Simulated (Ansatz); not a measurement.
**Comparing deformations in BiTe**

Computed with DFT r2SCAN, scalar-relativistic, plane waves, PAW (Ansatz 0.2.0). Cutoff 500 eV, Γ-centred 12×12×12 k-points, Gaussian smearing of 0.15 eV. Spin–orbit coupling is left out, which can shift energies with elements as heavy as these. No spin polarisation. Energies are free energies at this smearing, counted from the undisturbed cell; pressure is positive in compression.

Reference structure (as given, not relaxed at this level; it stands at -0.8 GPa, and it needn't be the usual structure):

```xyz
2
Lattice="2.4227 1.3988 3.3173 -2.4227 1.3988 3.3173 0.0000 -2.7975 3.3173" Properties=species:S:1:pos:R:3 pbc="T T T"
Bi    0.0000    0.0000    4.9759
Te    0.0000    0.0000    0.0000
```

The cell is strained by ε times a Voigt pattern (xx, yy, zz, yz, xz, xy; engineering shear) with fractional coordinates fixed. τ = (1/V0) dE/dε comes from the stress tensor. Of each scan, only the three points used here are listed.

```csv
pattern,ε,τ (GPa)
"(0, 0, 1, 0, 0, 0)",-0.0300,-0.832
"(0, 0, 1, 0, 0, 0)",0.0000,0.623
"(0, 0, 1, 0, 0, 0)",0.0150,1.244
"(1, 1, 0, 0, 0, 0)",-0.0250,-5.07
"(1, 1, 0, 0, 0, 0)",0.0000,1.73
"(1, 1, 0, 0, 0, 0)",0.0250,7.40
```

Question: Which constants do the scans give, and which deformation costs least for the same size of strain tensor?

Answer: The slope dτ/dε at zero (parabola through three points) is pᵀCp: (0, 0, 1, 0, 0, 0) gives C33 = 44 GPa; (1, 1, 0, 0, 0, 0) gives C11 + C22 + 2 C12 = 249 GPa. The size of the strain tensor, ε:ε, is ε² times 1.0, 2.0. Per unit of it the stiffnesses are 44, 125 GPa, so (0, 0, 1, 0, 0, 0) is the softest of these: at ε:ε = (1 %)² the quadratic term costs 0.46 meV/atom against 1.31 for the stiffest. The starting stress shifts them by about its own size.

In a metal these slopes depend on the k mesh and the smearing.